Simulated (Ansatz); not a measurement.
Relaxed-ion elastic tensor of MgS in space group P4_2/mmc (No. 131; Mg on 2c, S on 2e) in GPa (Voigt order), plane-wave PAW r²SCAN (Ansatz code); density 2.03 g/cm³, 23.07 Å³ per atom.

```
  113    3.7   22.1    0.0    0.0    0.0
  3.7    113   22.1    0.0    0.0    0.0
 22.1   22.1    191    0.0    0.0    0.0
  0.0    0.0    0.0  -39.2    0.0    0.0
  0.0    0.0    0.0    0.0  -39.2    0.0
  0.0    0.0    0.0    0.0    0.0  -11.6
```

Q: Is the crystal mechanically stable?

A: No: the smallest eigenvalue of C is -39.2 GPa.

A made-up cell: these elements were put on the sites of a structure type; neither database checked (COD, Materials Project) lists it. COD files the formula under space group No. 225, so this cell is another polymorph or a model. Its standing as an ambient phase is unchecked. The cell was relaxed with r²SCAN under the symmetry of its start. At this level the phase is mechanically unstable.

Potentials: the later of the program's two PAW sets.
